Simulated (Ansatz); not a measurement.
Here is the system:

BaTiHO2:
```xyz
10
Lattice="4.0356 0.0000 0.0000 0.0000 4.0356 0.0000 0.0000 0.0000 7.9293" Properties=species:S:1:pos:R:3 pbc="T T T"
Ba     2.0178     2.0178     1.9823
Ti     0.0000     0.0000     0.0000
O      2.0178     0.0000     0.0000
O      0.0000     2.0178     0.0000
H      0.0000     0.0000     1.9823
Ba     2.0178     2.0178     5.9469
Ti     0.0000     0.0000     3.9646
O      2.0178     0.0000     3.9646
O      0.0000     2.0178     3.9646
H      0.0000     0.0000     5.9469
```
The run is spin-polarised.

This is the r²SCAN-relaxed structure.

Task: All from the program Ansatz at the r²SCAN level (PAW), unless another level is named. Give the magnetic order.

Result: antiferromagnetic.

Task: What about the Bader charges?

Result: Ba +1.50, Ti +1.90, O -1.37, H -0.66 e.

Space group P4/mmm. The start of the workflow was typed in or built on a structure type; neither database checked (COD, Materials Project) lists it. Its standing as an ambient phase is unchecked. The cell was relaxed with r²SCAN under the symmetry of its start, as lowered by the spin order; whether a distortion lowers the energy is not shown. The final state is antiferromagnetic, chosen from 4 collinear starts compared on coarse meshes (ties went to the first, and starts can fall back to one state), not a proven ground state. Other orbital occupations within this spin state were not tried. No Hubbard U is applied. Spin–orbit coupling is left out wherever it is not named.

Potentials: the later of the program's two PAW sets.
